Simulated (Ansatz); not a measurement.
Relaxed-ion elastic tensor of CoSi2 (fluorite or antifluorite type, Fm-3m) in GPa (Voigt order), DFT-r²SCAN in the program Ansatz with PAW potentials; density 5.09 g/cm³, 12.51 Å³ per atom.

|  | 1 | 2 | 3 | 4 | 5 | 6 |
|---|---|---|---|---|---|---|
| 1 | 267 | 161 | 161 | 0.0 | 0.0 | 0.0 |
| 2 | 161 | 267 | 161 | 0.0 | 0.0 | 0.0 |
| 3 | 161 | 161 | 267 | 0.0 | 0.0 | 0.0 |
| 4 | 0.0 | 0.0 | 0.0 | 103 | 0.0 | 0.0 |
| 5 | 0.0 | 0.0 | 0.0 | 0.0 | 103 | 0.0 |
| 6 | 0.0 | 0.0 | 0.0 | 0.0 | 0.0 | 103 |

Question: Is the crystal mechanically stable?

Answer: Yes: the smallest eigenvalue of C is 103 GPa.

Question: Work out the Voigt, Reuss and Hill averages.

Answer: K_V = 197, K_R = 197, K_H = 197; G_V = 82.9, G_R = 74.7, G_H = 78.8 GPa.

Question: Give Young's modulus, Poisson's ratio, Pugh's ratio and the universal anisotropy index.

Answer: E = 9KG/(3K + G) = 209 GPa; ν = 0.32; K/G = 2.49 (ductile by the Pugh limit of 1.75); A_U = 5G_V/G_R + K_V/K_R − 6 = 0.55.

Question: Estimate the sound speeds and the Debye temperature.

Answer: v_l = √((K + 4G/3)/ρ) = 7700 m/s, v_t = √(G/ρ) = 3930 m/s, mean 4410 m/s; Θ = (h/k)(3n/4πV)^(1/3) v_m = 565 K.

Question: Give the Zener ratio and Young's modulus along [100], [110] and [111].

Answer: A = 2C44/(C11 − C12) = 1.94; 1/E = S11 − 2(S11 − S12 − S44/2)Γ with Γ = 0, 1/4, 1/3 gives 146, 219, 263 GPa.

Question: Solve the Christoffel equation for the three sound speeds along [100], [110], [111].

Answer: Eigenvalues of C_ijkl n_j n_l equal ρv². In km/s, slowest first: [100] 4.50, 4.50, 7.25; [110] 3.23, 4.50, 7.89; [111] 3.70, 3.70, 8.10.

The cell was relaxed with r²SCAN under the symmetry of its start; of distortions, only those at the zone centre were tested. The workflow began spin-polarised and lost its moments. As this level gives no gap, shear constants depend on the k-mesh and smearing (Fermi–Dirac, 0.1 eV here).

Potentials: the later of the program's two PAW sets.
